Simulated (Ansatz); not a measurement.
K$_{3}$NaS$_{2}$O$_{8}$:
```xyz
14
Lattice="5.6617 0.0000 0.0000 -2.8308 4.9032 0.0000 0.0000 0.0000 7.2893" Properties=species:S:1:pos:R:3 pbc="T T T"
K      0.0000     3.2688     1.2720
K      2.8308     1.6344     6.0173
K      0.0000     0.0000     3.6446
Na     0.0000     0.0000     0.0000
S      2.8308     1.6344     1.9543
S      0.0000     3.2688     5.3350
O     -1.2086     3.9666     5.8600
O      4.0395     0.9366     1.4293
O      0.0000     1.8732     5.8600
O      2.8308     3.0300     1.4293
O      1.2086     3.9666     5.8600
O      1.6222     0.9366     1.4293
O      2.8308     1.6344     3.4169
O      0.0000     3.2688     3.8724
```

Relaxed with r²SCAN.

Q: Give the Bader charges and basin volumes of the independent atoms, plane-wave PAW r²SCAN (Ansatz code).

A: 

```
atom  Bader charge (e)  Bader volume (Å³)
----  ----------------  -----------------
K1               +0.87               17.9
K3               +0.90               20.0
Na4              +0.91                8.1
S5               +4.06                3.5
O7               -1.46               16.0
O13              -1.45               17.8
```

Space group P-3m1. The first step of the workflow began from a Materials Project structure, measured or hypothetical; the Crystallography Open Database files this formula in space group No. 164, but the cells were not matched. Its standing as an ambient phase is unchecked. The r²SCAN relaxation kept the symmetry of its start; its stability against distortions is not shown here.

Potentials: the later of the program's two PAW sets.
